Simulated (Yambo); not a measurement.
A G0W0@PBEsol run in Yambo for Cs₂PtBr₆ (space group Fm-3m, No. 225) (2×2×2 Γ-centred k mesh, bands 5 to 324 and a 6 Ry block in the screening, 324 bands in G with the Bruneval-Gonze terminator, plasmon pole fitted at 27.2 eV) gives these matrix elements, in eV, at the band edges (Γ → X):

```tsv
state	E0	<Vxc>	<Σx>	<Σc(E0)>	Z
valence edge	0.000	-13.061	-16.867	2.378	0.806
conduction edge	1.290	-15.533	-12.174	-2.148	0.804
```

Solve the linearised quasiparticle equation for both states, give the gap, and say how exchange and correlation each act on it.

E = E0 + Z(Σx + Σc − Vxc). Valence: 0.000 + 0.806 × (-16.867 + (2.378) − (-13.061)) = -1.15 eV. Conduction: 1.290 + 0.804 × (-12.174 + (-2.148) − (-15.533)) = 2.26 eV. The gap is 3.41 eV, against 1.29 eV in PBEsol. Replacing Vxc by bare exchange alone would open it by 7.16 eV; correlation takes back 4.53 eV of that, and Z scales what is left. Nearest settings tried, and what they do to the gap: 210 bands in G: -3 meV; 3 Ry block (181 vectors against 537): -151 meV. Not varied: bands in W, mesh. So the settings aren't converged at that level. The k mesh is coarse. Spin-orbit coupling is left out, which matters for elements this heavy: edges can move by tenths of an eV.

Geometry of the Materials Project entry, not relaxed at this level; primitive cell a = b = c = 7.648 Å, α = β = γ = 60.00°.

The structure is a Materials Project entry; no match was found in the copy of COD used, and its stability was not checked.
